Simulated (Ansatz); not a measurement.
Relaxed MoSi2 (MoSi2 type, space group I4/mmm):

```xyz
3
Lattice="-1.6009 1.6009 3.9093 1.6009 -1.6009 3.9093 1.6009 1.6009 -3.9093" Properties=species:S:1:pos:R:3 pbc="T T T"
Mo     0.0000     0.0000     0.0000
Si     0.0000     0.0000     2.6216
Si     0.0000     0.0000     5.1970
```

Scan: atom 2 (Si, nearest neighbour Si at 2.575 Å; its periodic images, 3.2 Å or more away, move with it) is displaced towards the nearest neighbour, direction (0.000, 0.000, 1.000) in Cartesian axes, by s. The other atoms stay.

Calculation: r2SCAN (plane waves to 500 eV, PAW, scalar-relativistic; Ansatz, a program for electronic structure). k mesh 12×12×12 (Γ-centred), Fermi-Dirac smearing 0.05 eV. E stands for the smeared free energy. With partly filled bands, energies and forces of such displacements shift with the k mesh and the smearing. MoSi2 is run without spin polarisation. MoSi2 was relaxed with its symmetry unable to fall. ΔE is measured from the undisplaced structure. The last digit holds for this mesh only.

| s (Å) | ΔE (meV/cell) |
|---|---|
| -0.260 | 454.9 |
| -0.208 | 288.9 |
| -0.156 | 161.7 |
| -0.104 | withheld |
| -0.052 | 18.0 |
| 0.000 | 0.0 |
| 0.052 | 17.7 |
| 0.104 | 72.9 |
| 0.156 | 167.9 |
| 0.208 | 305.1 |
| 0.260 | 486.9 |

Problem. Fit a polynomial form (powers 2, 3, 4) to the given rows and predict ΔE at s = -0.104.

Solution. Least squares on the 10 given rows: ΔE = (6664)·s² + (903.8)·s³ + (4486)·s⁴, in meV/cell with s in Å; root-mean-square residual 0.34 meV/cell. At -0.104 the fit gives 71.6 meV/cell; the calculation gives 71.7 meV/cell, so the interpolation is off by -0.1 (-0.1 %). The quadratic term alone would give 72.1 meV/cell.

(For displaced atoms, the force is minus the slope of the energy, and its curvature is a force constant, which sets phonon frequencies.)
